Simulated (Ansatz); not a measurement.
GeB₂Mo₂:
```cif
data_B2GeMo2
_chemical_formula_sum 'Mo2 Ge1 B2'
_space_group_name_H-M_alt 'P-6m2'
_space_group_IT_number 187
_space_group_name_Hall 'P -6 2'
_cell_length_a 3.13369
_cell_length_b 3.13369
_cell_length_c 6.75381
_cell_angle_alpha 90.000
_cell_angle_beta 90.000
_cell_angle_gamma 120.000
loop_
_atom_site_label
_atom_site_type_symbol
_atom_site_symmetry_multiplicity
_atom_site_Wyckoff_symbol
_atom_site_fract_x
_atom_site_fract_y
_atom_site_fract_z
_atom_site_occupancy
Mo1 Mo 2 h 0.33333 0.66667 0.28130 1
Ge1 Ge 1 a 0.00000 0.00000 0.00000 1
B1 B 1 b 0.00000 0.00000 0.50000 1
B2 B 1 f 0.66667 0.33333 0.50000 1
```

Relaxed with r²SCAN.

Task: Tabulate the valence density and the electron localisation function along the shortest B–B contact (1.81 Å), r²SCAN in the plane-wave PAW code Ansatz.

Result: 

```csv
distance from B (Å),density (e/Å³),ELF
0.18,0.45,0.01
0.27,0.57,0.04
0.36,0.68,0.16
0.45,0.74,0.35
0.54,0.76,0.54
0.63,0.76,0.67
0.72,0.74,0.74
0.81,0.72,0.78
0.90,0.72,0.79
1.00,0.72,0.78
1.09,0.74,0.74
1.18,0.76,0.67
1.27,0.76,0.54
1.36,0.74,0.35
1.45,0.68,0.16
1.54,0.57,0.04
1.63,0.45,0.01
```

The density is the valence pseudo-density with augmentation charge, so density and ELF within about 1 Å of a nucleus are not all-electron values.

The start of the workflow was typed in or built on a structure type; neither database checked (COD, Materials Project) lists it. Its standing as an ambient phase is unchecked. The r²SCAN relaxation kept the symmetry of its start; whether a distortion lowers the energy is not shown. No spin polarisation was allowed.

Potentials: the earlier of the program's two PAW sets. The files were generated under PBE; for other functionals the program regenerates the frozen cores, and for LDA and PBEsol the local potential too.
